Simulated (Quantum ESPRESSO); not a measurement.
Ti3GaO7F, input and log of a self-consistent run

A calculation, not a measurement. The program is pw.x of Quantum ESPRESSO 7.5 (plane-wave density functional theory). The cell is made up: 12 atoms on a rutile lattice, with randomly drawn elements, strain and displacements, not relaxed. PseudoDojo standard norm-conserving files (v0.5 for PBE, v0.4.1 for LDA and PBEsol) set the functional; there is no spin polarisation, spin-orbit coupling or dispersion term, and the masses in the input are unused placeholders.

Input:

```
&control calculation='scf', pseudo_dir='./dojo.nc.sr.pbe.v0_5.standard.upf', outdir='./o', disk_io='low', tprnfor=.true., tstress=.true. /
&system ibrav=0, nat=12, ntyp=4, nbnd=55, ecutwfc=105.61755193, nosym=.true., tot_charge=0,
 occupations='smearing', smearing='fd', degauss=0.0018374661
/
&electrons conv_thr=7.350e-09, electron_maxstep=60, /
ATOMIC_SPECIES
F 1.0 F.upf
Ga 1.0 Ga.upf
O 1.0 O.upf
Ti 1.0 Ti.upf
CELL_PARAMETERS angstrom
4.6261 0.0 0.0
0.0 4.6261 0.0
0.0 0.0 5.9094
ATOMIC_POSITIONS angstrom
Ti 0.0244 0.1065 -0.0831
Ti 2.2229 2.1991 1.482
Ga -0.0044 -0.0025 2.7706
Ti 2.3227 2.3233 4.4431
O 1.4608 1.3254 -0.1175
O 3.1575 3.2376 0.0846
O 3.7776 1.1409 1.5791
O 0.9059 3.7074 1.5741
O 1.4288 1.392 3.1151
F 3.238 3.1127 3.056
O 3.6266 0.7477 4.5006
O 0.9071 3.7005 4.3847
K_POINTS automatic
7 7 6 1 1 1
```

The log is shortened where brackets say so; the opening notice, blank lines, dates and the lines on written files are dropped, and the path of the files is cut. It prints rydbergs, bohrs and kilobars, and counts compression as positive stress. With no partly filled state, the Fermi energy that it prints is only some level between the filled and the empty states on the mesh, and need not lie in the true gap.

```
     Program PWSCF v.7.5
     Parallel version (MPI & OpenMP), running on       4 processor cores
     Number of MPI processes:                 4
     Threads/MPI process:                     1
     [start-up lines left out]
     bravais-lattice index     =            0
     lattice parameter (alat)  =       8.7421  a.u.
     unit-cell volume          =     853.4342 (a.u.)^3
     number of atoms/cell      =           12
     number of atomic types    =            4
     number of electrons       =        98.00
     number of Kohn-Sham states=           55
     kinetic-energy cutoff     =     105.6176  Ry
     charge density cutoff     =     422.4702  Ry
     scf convergence threshold =      7.3E-09
     mixing beta               =       0.7000
     number of iterations used =            8  plain     mixing
     Exchange-correlation= PBE
                           (   1   4   3   4   0   0   0)
     [axes and pseudopotential details left out]
   Cartesian axes
     site n.     atom                  positions (alat units)
         1        Ti     tau(   1) = (   0.0052744   0.0230216  -0.0179633  )
         2        Ti     tau(   2) = (   0.4805127   0.4753680   0.3203562  )
         3        Ga     tau(   3) = (  -0.0009511  -0.0005404   0.5989062  )
         4        Ti     tau(   4) = (   0.5020860   0.5022157   0.9604418  )
         5        O      tau(   5) = (   0.3157735   0.2865048  -0.0253994  )
         6        O      tau(   6) = (   0.6825404   0.6998552   0.0182875  )
         7        O      tau(   7) = (   0.8165842   0.2466224   0.3413458  )
         8        O      tau(   8) = (   0.1958237   0.8014094   0.3402650  )
         9        O      tau(   9) = (   0.3088563   0.3009014   0.6733750  )
        10        F      tau(  10) = (   0.6999416   0.6728562   0.6605996  )
        11        O      tau(  11) = (   0.7839433   0.1616264   0.9728713  )
        12        O      tau(  12) = (   0.1960831   0.7999179   0.9478178  )
     number of k points=   147  Fermi-Dirac smearing, width (Ry)=  0.0018
     Number of k-points >= 100: set verbosity='high' to print them.
     Dense  grid:   125257 G-vectors     FFT dimensions: (  60,  60,  75)
     Estimated max dynamical RAM per process >     682.78 MB
     Estimated total dynamical RAM >       2.58 GB
     Initial potential from superposition of free atoms
     starting charge      97.9925, renormalised to      98.0000
     Starting wfcs are   71 randomized atomic wfcs
     total cpu time spent up to now is       16.5 secs
     per-process dynamical memory:   616.0 Mb
     Self-consistent Calculation
     iteration #  1     ecut=   105.62 Ry     beta= 0.70
     Davidson diagonalization with overlap
     ethr =  1.00E-02,  avg # of iterations =  2.0
     total cpu time spent up to now is       56.9 secs
     total energy              =    -788.30543563 Ry
     estimated scf accuracy    <       4.93396448 Ry
     iteration #  2     ecut=   105.62 Ry     beta= 0.70
     Davidson diagonalization with overlap
     ethr =  5.03E-03,  avg # of iterations =  7.1
     total cpu time spent up to now is      120.2 secs
     total energy              =    -781.20993367 Ry
     estimated scf accuracy    <      71.53647292 Ry
     iteration #  3     ecut=   105.62 Ry     beta= 0.70
     Davidson diagonalization with overlap
     ethr =  5.03E-03,  avg # of iterations =  6.2
     total cpu time spent up to now is      172.4 secs
     total energy              =    -791.02655581 Ry
     estimated scf accuracy    <       1.49044617 Ry
     iteration #  4     ecut=   105.62 Ry     beta= 0.70
     Davidson diagonalization with overlap
     ethr =  1.52E-03,  avg # of iterations =  2.0
     total cpu time spent up to now is      203.0 secs
     total energy              =    -791.03778633 Ry
     estimated scf accuracy    <       0.70443417 Ry
     iteration #  5     ecut=   105.62 Ry     beta= 0.70
     Davidson diagonalization with overlap
     ethr =  7.19E-04,  avg # of iterations =  1.1
     total cpu time spent up to now is      229.2 secs
     total energy              =    -790.92250596 Ry
     estimated scf accuracy    <       0.47081758 Ry
     [iterations 6 to 14 left out]
     iteration # 15     ecut=   105.62 Ry     beta= 0.70
     Davidson diagonalization with overlap
     ethr =  6.35E-09,  avg # of iterations =  2.2
     total cpu time spent up to now is      616.5 secs
     total energy              =    -790.96480082 Ry
     estimated scf accuracy    <       0.00000088 Ry
     iteration # 16     ecut=   105.62 Ry     beta= 0.70
     Davidson diagonalization with overlap
     ethr =  9.00E-10,  avg # of iterations =  6.0
     total cpu time spent up to now is      663.0 secs
     total energy              =    -790.96480115 Ry
     estimated scf accuracy    <       0.00000064 Ry
     iteration # 17     ecut=   105.62 Ry     beta= 0.70
     Davidson diagonalization with overlap
     ethr =  6.54E-10,  avg # of iterations =  2.4
     total cpu time spent up to now is      695.2 secs
     total energy              =    -790.96480121 Ry
     estimated scf accuracy    <       0.00000007 Ry
     iteration # 18     ecut=   105.62 Ry     beta= 0.70
     Davidson diagonalization with overlap
     ethr =  7.58E-11,  avg # of iterations =  5.9
     total cpu time spent up to now is      739.0 secs
     total energy              =    -790.96480124 Ry
     estimated scf accuracy    <       0.00000002 Ry
     iteration # 19     ecut=   105.62 Ry     beta= 0.70
     Davidson diagonalization with overlap
     ethr =  1.81E-11,  avg # of iterations =  4.9
     total cpu time spent up to now is      774.5 secs
     End of self-consistent calculation
     Number of k-points >= 100: set verbosity='high' to print the bands.
     the Fermi energy is     9.3406 ev
!    total energy              =    -790.96480124 Ry
     estimated scf accuracy    <          3.8E-09 Ry
     smearing contrib. (-TS)   =      -0.00000000 Ry
     internal energy E=F+TS    =    -790.96480124 Ry
     The total energy is F=E-TS. E is the sum of the following terms:
     one-electron contribution =    -274.77948999 Ry
     hartree contribution      =     195.24841293 Ry
     xc contribution           =    -164.03523024 Ry
     ewald contribution        =    -547.39849394 Ry
     convergence has been achieved in  19 iterations
     Forces acting on atoms (cartesian axes, Ry/au):
     atom    1 type  4   force =    -0.01489609   -0.07608487   -0.02995872
     atom    2 type  4   force =    -0.02875305    0.01370599   -0.06216867
     atom    3 type  2   force =     0.01874424    0.04403241    0.14565777
     atom    4 type  4   force =    -0.05986146   -0.00026437    0.08991716
     atom    5 type  3   force =    -0.00412471    0.02107116    0.07817866
     atom    6 type  3   force =    -0.00398193   -0.01585444    0.01937787
     atom    7 type  3   force =    -0.00662716   -0.03980212   -0.04303331
     atom    8 type  3   force =     0.04089748   -0.04758971   -0.08165849
     atom    9 type  3   force =     0.01025982    0.01376640   -0.06013499
     atom   10 type  1   force =     0.03871188    0.05175147   -0.06107295
     atom   11 type  3   force =     0.01217338    0.03742513   -0.02721385
     atom   12 type  3   force =    -0.00254240   -0.00215706    0.03210953
     Total force =     0.288813     Total SCF correction =     0.000200
     Computing stress (Cartesian axis) and pressure
          total   stress  (Ry/bohr**3)                   (kbar)     P=       60.28
   0.00032682   0.00033433  -0.00013146           48.08       49.18      -19.34
   0.00033433   0.00028205  -0.00012643           49.18       41.49      -18.60
  -0.00013146  -0.00012643   0.00062055          -19.34      -18.60       91.29
     init_run     :     15.36s CPU     16.40s WALL (       1 calls)
     electrons    :    751.43s CPU    758.09s WALL (       1 calls)
     forces       :      6.33s CPU      6.40s WALL (       1 calls)
     stress       :     21.29s CPU     22.12s WALL (       1 calls)
     [timing details left out]
     PWSCF        :  13m14.71s CPU  13m23.55s WALL
     JOB DONE.
```

In other units: free energy -10761.624 eV for the cell, pressure 6.03 GPa, largest force component 3.745 eV/Å. This run is the check on a run of the same cell at 1143 eV and a 5 x 5 x 4 mesh: rerunning at 1437 eV and a 7 x 7 x 6 mesh moved values by no more than 0.004 eV in energy, 0.04 GPa in stress and 0.002 eV/Å in force.